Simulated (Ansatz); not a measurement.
AlN:
Space group P6₃mc (No. 186); a = b = 3.1208 Å, c = 10.1117 Å, α = β = 90.00°, γ = 120.00°

```json
[
 {"atom": "Al", "site": "2a", "symmetry": "3m.", "x": "0.0000", "y": "0.0000", "z": "0.0014"},
 {"atom": "Al", "site": "2b", "symmetry": "3m.", "x": "0.3333", "y": "0.6667", "z": "0.2503"},
 {"atom": "N", "site": "2a", "symmetry": "3m.", "x": "0.0000", "y": "0.0000", "z": "0.3119"},
 {"atom": "N", "site": "2b", "symmetry": "3m.", "x": "0.3333", "y": "0.6667", "z": "0.0620"}
]
```

Relaxed with PBE.

**Question.** Give the optical modes at the zone centre with their infrared and Raman activity from DFPT, PBE (plane waves, PAW; program Ansatz).

**Answer.** Transverse frequencies, without the LO–TO term; a row sums one degenerate level.

| ω (cm⁻¹) | degeneracy | IR ((D/Å)²/amu) | Raman (Å⁴/amu) | activity | symmetry |
|---|---|---|---|---|---|
| 163 | 2 | 0.00 | 0.82 | Raman | E2 |
| 171 | 2 | 0.00 | 0.73 | Raman | E2 |
| 231 | 2 | 0.01 | 0.76 | IR+Raman | E1 |
| 345 | 1 | 0.00 | 0 | silent | B1 |
| 354 | 1 | 0.00 | 0 | silent | B1 |
| 548 | 1 | 3.43 | 4.7 | IR+Raman | A1 |
| 619 | 1 | 64.53 | 36 | IR+Raman | A1 |
| 629 | 2 | 2.23 | 1.3 | IR+Raman | E1 |
| 632 | 2 | 0.00 | 32 | Raman | E2 |
| 638 | 2 | 0.00 | 11 | Raman | E2 |
| 641 | 2 | 126.86 | 20 | IR+Raman | E1 |
| 707 | 1 | 0.42 | 0.92 | IR+Raman | A1 |
| 803 | 1 | 0.00 | 0 | silent | B1 |
| 813 | 1 | 0.00 | 0 | silent | B1 |

**Question.** How high does the top mode go among those that the LO–TO term moves?

**Answer.** 874 cm⁻¹ for q along x, 874 cm⁻¹ for q along y, 864 cm⁻¹ for q along z.

Space group P6_3mc. A made-up cell: these elements were put on the sites of a structure type. Its sites differ from those of the usual phase in this space group: another stacking or structure type. The PBE relaxation kept the symmetry of its start; phonons on a q-mesh show no instability.

Potentials: the later of the program's two PAW sets.
